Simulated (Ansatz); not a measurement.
Input and command of a plane-wave DFT calculation in Ansatz:

```yaml
crystal:
  lattice:
    - [4.4459764535, 0.0, 0.0]
    - [0.0, 4.4459764535, 0.0]
    - [0.0, 0.0, 4.4459764535]
  atoms:
    - { symbol: Ta, position: [0.0, 0.0, 0.0] }
    - { symbol: V, position: [0.5, 0.5, 0.5], spin: 2.0 }
    - { symbol: S, position: [0.0, 0.5, 0.5] }
    - { symbol: S, position: [0.5, 0.0, 0.5] }
    - { symbol: S, position: [0.5, 0.5, 0.0] }
basis:
  ecutwfc: 420
kpoints:
  mp_grid: { grid: [4, 4, 4] }
hamiltonian:
  xc: pbe
scf:
  occupations: { method: gaussian, width: 0.1 }
  lower_state_search: "off"
output:
  forces: true
  stress: true
  eigenvalues: true
  populations: true
magnetization:
  spin_polarized: true
```

```bash
ansatz run input.yaml --threads 1 --pin off --max-ram 2560MiB --backend cpu --events-out ev --progress --plain --runs-dir out
```

Processor: Intel(R) Xeon(R) Platinum 8259CL CPU @ 2.50GHz (Skylake/Cascade Lake), 1 thread, on a host shared with other jobs.

Estimate time, memory and problem size.

About 7.8 s on 1 thread of Intel(R) Xeon(R) Platinum 8259CL CPU @ 2.50GHz (Skylake/Cascade Lake), with other jobs on the host, peak memory 0.43 GiB. It solves 28 bands at 10 k points (the mesh reduced by symmetry) with about 1743 plane waves, in 23 SCF iterations.
